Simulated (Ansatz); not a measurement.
AlAs (zinc blende)

```
AlAs
1.0
    0.00000     2.83733     2.83733
    2.83733     0.00000     2.83733
    2.83733     2.83733     0.00000
As Al
1 1
Direct
  0.75000   0.75000   0.75000
  0.00000   0.00000   0.00000
```

The slice is a {110} plane (indices of the conventional cell) through the point (0.000, 0.000, 0.000) (fractional), spanned by u = [100] and v = [1 -1 -1] in vectors of this cell: u (4.01 Å) and v (5.67 Å, at 90° to u). It covers one period; positions are fractions (u, v).

These are PBEsol (plane waves to 420 eV, PAW, scalar-relativistic; Ansatz, a program for electronic structure) values and carry that method's errors. k mesh 10×10×10. Inside the PAW spheres the values are not all-electron values, and peaks at nuclei hang on which shells count as valence. AlAs was relaxed with its symmetry unable to fall.

Question: The ELF has a maximum in the middle third of the As–Al line. Where, and how high?

Answer: 0.92, 1.5 Å from As.

Question: What is the ELF at the midpoint of the shortest As–Al line in this plane (2.46 Å)?

Answer: 0.9.

Question: What is the valence density on the shortest As–Al line in this plane (2.46 Å), at its midpoint?

Answer: 0.47 e/Å³.

Question: Sketch the valence electron density on this plane as a map.

Answer: 
```tsv
v \ u	0.00	0.14	0.29	0.43	0.57	0.71	0.86
0.90	-1.0	-0.9	-1.0	-1.3	-1.3	-1.0	-0.9
0.80	-0.8	-0.9	-1.3	-1.6	-1.6	-1.3	-0.9
0.70	-1.2	-1.3	-1.5	-1.7	-1.7	-1.5	-1.3
0.60	-1.5	-1.5	-1.5	-1.4	-1.4	-1.5	-1.5
0.50	-1.7	-1.5	-1.1	-0.8	-0.8	-1.1	-1.5
0.40	-1.5	-1.2	-0.6	-0.2	-0.2	-0.6	-1.2
0.30	-1.2	-0.8	-0.2	1.0	1.0	-0.2	-0.8
0.20	-0.8	-0.6	-0.1	1.0	1.0	-0.1	-0.6
0.10	-1.0	-0.6	-0.3	-0.2	-0.2	-0.3	-0.6
0.00	-1.2	-0.9	-0.7	-0.8	-0.8	-0.7	-0.9
```

Values: log₁₀ of the valence density in e/Å³. The scale is logarithmic, as a density can span decades between atoms and voids.
